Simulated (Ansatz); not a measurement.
Relaxed SrVO$_{3}$ (cubic perovskite):

```
SrVO3
1.0
    3.85813     0.00000     0.00000
    0.00000     3.85813     0.00000
    0.00000     0.00000     3.85813
Sr V O
1 1 3
Direct
  0.00000   0.00000   0.00000
  0.50000   0.50000   0.50000
  0.00000   0.50000   0.50000
  0.50000   0.50000   0.00000
  0.50000   0.00000   0.50000
```

All values below come from PBE (plane waves to 420 eV, PAW, scalar-relativistic; Ansatz, an electronic-structure program). k mesh 10×10×10 (Γ-centred), Fermi-Dirac smearing 0.05 eV. With partly filled bands, energies and forces of such displacements shift with the k mesh and the smearing. SrVO3 is run without spin polarisation and with no Hubbard U. SrVO3 was relaxed with its symmetry unable to fall. The PAW data are Ansatz's earlier set.

One atom of the cell was then moved (with its periodic images), all else fixed, and the forces (eV/Å) came out as:

```csv
atom,Fx,Fy,Fz
Sr1,-0.928,0.000,0.000
V2,0.560,0.000,0.000
O3,0.173,0.000,0.000
O4,0.098,0.000,0.000
O5,0.098,0.000,0.000
```

### Question
Which atom was moved, and by which vector (Å)?

### Answer
Sr1, by (0.22, 0.00, 0.00), 0.22 Å in all.

(A displaced cell: forces are minus the slopes of the energy, force constants its curvatures, and phonons follow from these.)
